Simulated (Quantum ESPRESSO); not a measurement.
BaSrYNbO$_{6}$, space group I-4m2 (No. 119):

```
BaNbSrYO6
1.0
    0.00000     4.16742     4.29499
    4.29499     0.00000     4.29499
    4.29499     4.16742     0.00000
Ba Sr Y Nb O
1 1 1 1 6
Cartesian
  2.14749   2.08371   2.14749
  6.44248   6.25112   6.44248
  4.29499   4.16742   4.29499
  0.00000   0.00000   0.00000
  2.02461   4.16742   4.29499
  4.29499   6.36072   4.29499
  6.56537   4.16742   4.29499
  4.29499   1.97411   4.29499
  4.29499   4.16742   6.56537
  4.29499   4.16742   2.02461
```
The cell was made here from a computed Materials Project entry: strained by -2 % along the cube axis and by +1 % across it, atoms relaxed (PBE without dispersion, pw.x of a modified build of Quantum ESPRESSO, symmetry kept). The parent is BaSrYNbO6 in F-43m; whether this form has been observed was not checked. Stability against distortions was not tested. The run has no spin polarisation.

| site | Wyckoff letter | site symmetry |
|---|---|---|
| Ba | c | -4m2 |
| Sr | d | -4m2 |
| Y | b | -4m2 |
| Nb | a | -4m2 |
| O1 | g | 2 |
| O2 | e | 2mm |

Cores are frozen. Against all-electron runs on small test molecules, this scheme's |Vzz| missed by −2 to +6 % on O. Ba, Y, Nb had no test against all-electron runs. Spin–orbit coupling is left out, a limit on Ba.

Q: Where does symmetry force the field gradient to vanish or to be axial, and what does a PBE PAW density (pw.x of Quantum ESPRESSO, JTH datasets) with the all-electron reconstruction of Petrilli and co-workers give?

A: 
| site | by symmetry | Vzz (a.u.) | η_Q |
|---|---|---|---|
| Ba | axial, η = 0 (an axis of order 3 or more) | -0.026 | 0.00 |
| Sr | axial, η = 0 (an axis of order 3 or more) | under 0.02 | – |
| Y | axial, η = 0 (an axis of order 3 or more) | -0.564 | 0.00 |
| Nb | axial, η = 0 (an axis of order 3 or more) | -0.609 | 0.00 |
| O1 | η is free | 0.126 | 0.71 |
| O2 | η is free | -0.247 | 0.33 |
